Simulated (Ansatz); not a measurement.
Here is an unrelaxed guess for TaF3.

```
Ta F
1.0
     3.55357    0.00000    0.00000
     0.00000    3.55357    0.00000
     0.00000    0.00000    4.04040
Ta F
1 3
Direct
  0.50000 0.50000 0.50000
  0.00000 0.50000 0.74105
  0.50000 0.00000 0.25895
  0.50000 0.50000 0.00000
```

Method: Ansatz, DFT PBE, scalar-relativistic, plane waves, PAW. Cutoff 420 eV; k points 6×6×4 on the computed 4-atom cell (Γ-centred); Gaussian smearing, width 0.10 eV; collinear spin from starting moments 1.0 0.0 0.0 0.0 μB.

Energies over the elements count from the elements' standard structures at the same level (F₂ as a molecule), with no fitted energy shifts.

Question: Estimate its pressure, forces and energy as it stands.

Answer: The pressure is 28.6 GPa (the mean over three directions, positive in compression), the largest force is 2.07 eV/Å, and the energy is −1.63 eV/atom against the elements. The shortest distance is 2.02 Å.

Question: Is it a good guess?

Answer: A rough one: relaxing gains about 0.80 eV/atom (the start's value is from the coarse mesh, so the gain is rough) in 15 ionic steps and ends at −2.42 eV/atom on the finer mesh. The symmetry goes from P-4m2 (No. 115) to Pm-3m (No. 221). The end has the ReO3 type. The volume per atom grows by 41.6 %, from 12.8 to 18.1 Å³. The shortest distance goes from 2.02 Å (Ta–F) to 2.08 Å (Ta–F). Conventional cell: a = 4.165 Å. Ta has 6 F at 2.08 Å; around F lie 2 Ta at 2.08 Å.

The last run used collinear spin, a 12×12×12 mesh for its 4-atom cell and Gaussian smearing of 0.10 eV. Spin–orbit coupling, which can matter for Ta, is left out. The magnetic state reached may not be the lowest. The relaxation can't lower the symmetry of the start, and the grade says only how near the guess is to its own end. Symmetry constrained the relaxation, so the result can be a saddle point.
